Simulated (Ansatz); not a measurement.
Input, command and steps of an Ansatz relaxation.

```yaml
crystal:
  lattice:
    - [0.0, 3.6759485008, 3.6759485008]
    - [3.6759485008, 0.0, 3.6759485008]
    - [3.6759485008, 3.6759485008, 0.0]
  atoms:
    - { symbol: Te, position: [0.5, 0.5, 0.5] }
    - { symbol: Te, position: [0.75, 0.75, 0.75] }
    - { symbol: Os, position: [0.0, 0.0, 0.0] }
    - { symbol: Os, position: [0.25, 0.25, 0.25] }
basis:
  ecutwfc: 420
kpoints:
  mp_grid: { grid: [4, 4, 4] }
hamiltonian:
  xc: pbe
scf:
  occupations: { method: gaussian, width: 0.1 }
  lower_state_search: "off"
output:
  forces: true
  stress: true
  eigenvalues: true
relax:
  adjacent_minimum: "off"
  f_tol: 0.04
  max_steps: 70
  cell: { stress_tol: 0.4 }
```

```bash
ansatz run input.yaml --threads 1 --pin off --max-ram 2560MiB --backend cpu --events-out ev --progress --plain --runs-dir out
```

Computed with Ansatz 0.2.0, DFT PBE, scalar-relativistic, plane waves, PAW.

Of 6 frames 6 are shown, positions in Å and forces in eV/Å; the SCF threshold varies from step to step. Steps run on the plane waves of an earlier cell, with a Pulay correction in the pressure. The basis is chosen afresh for the last frame, the zero of the energies, and at times for earlier ones too; energy and pressure step there, also at an unchanged geometry.

```xyz
4
Lattice="0.0000 3.6759 3.6759 3.6759 0.0000 3.6759 3.6759 3.6759 0.0000" Properties=species:S:1:pos:R:3:forces:R:3 pbc="T T T" step=1 free_energy_over_end_meV_per_atom=449.79 pressure_GPa=-20.17
Te    3.6759    3.6759    3.6759    0.0000    0.0000    0.0000
Te    5.5139    5.5139    5.5139    0.0000    0.0000    0.0000
Os    0.0000    0.0000    0.0000    0.0000    0.0000    0.0000
Os    1.8380    1.8380    1.8380    0.0000    0.0000    0.0000
4
Lattice="0.0000 3.4967 3.4967 3.4967 0.0000 3.4967 3.4967 3.4967 0.0000" Properties=species:S:1:pos:R:3:forces:R:3 pbc="T T T" step=2 free_energy_over_end_meV_per_atom=84.97 pressure_GPa=-11.92
Te    3.4967    3.4967    3.4967    0.0000    0.0000    0.0000
Te    5.2451    5.2451    5.2451    0.0000    0.0000    0.0000
Os    0.0000    0.0000    0.0000    0.0000    0.0000    0.0000
Os    1.7484    1.7484    1.7484    0.0000    0.0000    0.0000
4
Lattice="0.0000 3.3175 3.3175 3.3175 0.0000 3.3175 3.3175 3.3175 0.0000" Properties=species:S:1:pos:R:3:forces:R:3 pbc="T T T" step=3 free_energy_over_end_meV_per_atom=26.82 pressure_GPa=9.34
Te    3.3175    3.3175    3.3175    0.0000    0.0000    0.0000
Te    4.9763    4.9763    4.9763    0.0000    0.0000    0.0000
Os    0.0000    0.0000    0.0000    0.0000    0.0000    0.0000
Os    1.6588    1.6588    1.6588    0.0000    0.0000    0.0000
4
Lattice="0.0000 3.3916 3.3916 3.3916 0.0000 3.3916 3.3916 3.3916 0.0000" Properties=species:S:1:pos:R:3:forces:R:3 pbc="T T T" step=4 free_energy_over_end_meV_per_atom=-0.29 pressure_GPa=-1.63
Te    3.3916    3.3916    3.3916    0.0000    0.0000    0.0000
Te    5.0875    5.0875    5.0875    0.0000    0.0000    0.0000
Os    0.0000    0.0000    0.0000    0.0000    0.0000    0.0000
Os    1.6958    1.6958    1.6958    0.0000    0.0000    0.0000
4
Lattice="0.0000 3.3791 3.3791 3.3791 0.0000 3.3791 3.3791 3.3791 0.0000" Properties=species:S:1:pos:R:3:forces:R:3 pbc="T T T" step=5 free_energy_over_end_meV_per_atom=-1.46 pressure_GPa=-0.02
Te    3.3791    3.3791    3.3791    0.0000    0.0000    0.0000
Te    5.0687    5.0687    5.0687    0.0000    0.0000    0.0000
Os    0.0000    0.0000    0.0000    0.0000    0.0000    0.0000
Os    1.6896    1.6896    1.6896    0.0000    0.0000    0.0000
4
Lattice="0.0000 3.3791 3.3791 3.3791 0.0000 3.3791 3.3791 3.3791 0.0000" Properties=species:S:1:pos:R:3:forces:R:3 pbc="T T T" step=6 free_energy_over_end_meV_per_atom=0.00 pressure_GPa=-0.02
Te    3.3791    3.3791    3.3791    0.0000    0.0000    0.0000
Te    5.0687    5.0687    5.0687    0.0000    0.0000    0.0000
Os    0.0000    0.0000    0.0000    0.0000    0.0000    0.0000
Os    1.6896    1.6896    1.6896    0.0000    0.0000    0.0000
```

The start puts this composition into another compound's structure type, which needn't suit it. At the end the space group is Fd-3m (tolerance 0.05 Å).

The run took 11 s on 1 thread of Intel(R) Xeon(R) Platinum 8488C (Sapphire Rapids) (shared host), peak memory 0.41 GiB.

The k mesh is coarse. Spin–orbit coupling is left out, which can shift energies with elements as heavy as these.